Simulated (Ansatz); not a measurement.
**AlNi₃: a fit and a missing row**

AlNi₃, Pm-3m, a = 3.526 Å. The structure is a Materials Project entry; whether it is the stable form wasn't checked. Ansatz: r2SCAN, PAW, 500 eV, Γ-centred 12×12×12 mesh on 4 atoms, Gaussian smearing 0.10 eV; collinear spin, largest moment 0.4 μB. Symmetry fixes shape and atoms, so the cell is only scaled; pressure is positive in compression.

| V (Å³/atom) | P (GPa) |
| --- | --- |
| 10.303 | 14.42 |
| 10.632 | 6.61 |
| 10.961 | 0.01 |
| 11.290 | ? |
| 11.618 | -10.28 |

Take V0 = 10.961 Å³/atom, count pressures from its P0 = 0.01 GPa, fit the third-order Birch–Murnaghan form to the other rows, and predict the missing pressure.

With the Eulerian strain f = ½[(V0/V)^(2/3) − 1] and y = (P − P0)/[3f(1 + 2f)^(5/2)], the form is the line y = B0 + 1.5 B0 (B0′ − 4) f. Rows (f, y): 0.02107, 205.6; 0.01026, 203.8; -0.01903, 198.6. Means f = 0.004100, y = 202.67; Σ(Δf)² = 0.0008609, ΣΔfΔy = 0.1508; the slope is their ratio. y = 201.9 + 175.2 f GPa, so B0 = 201.9 GPa and B0′ = 4 + 2 × (175.2)/(3 × 201.9) = 4.58. At V = 11.290, f = -0.00976, y = 200.19 and P = -5.57 GPa. The run gave -5.57 GPa, the same to the digits shown.

The state reached may not be the lowest one.

Cost: 5 runs of about 5 core-minutes in all, on Intel Xeon Platinum 8488C (Sapphire Rapids) (shared hosts).